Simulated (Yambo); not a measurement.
Absorption of Ba$_{2}$LaTaO$_{6}$ (space group C2/m, No. 12) with and without the electron-hole interaction (Yambo, PBEsol bands; 4×4×4 mesh, 15 valence and 15 conduction bands, static screening with 100 bands and a 3 Ry block, scissor 1.54 eV, Tamm-Dancoff; field along x). Axes are Cartesian, with cell vectors (Å) (5.27, -3.05, 0.00), (5.27, 3.05, 0.00), (-3.56, 0.00, 5.04).

```tsv
E (eV)	Im ε, BSE	Im ε, independent quasiparticles
3.67	0.14	0.06
3.77	0.16	0.07
3.87	0.18	0.07
3.97	0.20	0.08
4.07	0.23	0.08
4.17	0.26	0.09
4.27	0.31	0.10
4.37	0.37	0.11
4.47	0.45	0.12
4.57	0.59	0.13
4.67	0.82	0.14
4.77	1.24	0.15
4.87	1.86	0.17
4.97	2.12	0.20
5.07	2.10	0.23
5.18	2.43	0.27
5.28	3.17	0.33
5.38	4.33	0.44
5.48	6.15	0.59
5.58	8.10	0.72
5.68	8.74	0.86
5.78	7.76	0.98
5.88	6.98	1.15
5.98	6.54	1.53
6.08	6.12	2.18
6.18	5.69	2.91
6.28	5.34	3.49
6.38	5.09	4.00
6.48	4.97	4.64
6.58	4.45	5.08
6.68	4.01	5.22
6.78	3.71	5.68
6.88	3.75	6.27
6.98	4.01	6.48
7.08	4.44	6.53
7.19	4.63	6.42
7.29	4.31	6.21
7.39	4.25	6.05
7.49	4.04	5.87
7.59	3.91	5.67
7.69	3.35	5.52
7.79	3.01	5.44
7.89	2.56	5.43
7.99	2.41	5.51
8.09	2.20	5.49
```

The scissor comes from a G0W0 run whose convergence isn't established. Broadening 0.15 eV. The band window holds all transitions up to 8.1 eV. Fine structure above the onset can come from the mesh.

Without spin-orbit coupling, band edges of such heavy elements can be off by tenths of an eV. The 4f states are in the valence at their DFT position.

Geometry of the Materials Project entry, not relaxed at this level; primitive cell a = b = 6.089 Å, c = 6.171 Å, α = β = 119.93°, γ = 60.05°.

The structure is a Materials Project entry; no match was found in the copy of COD used, and its stability was not checked.
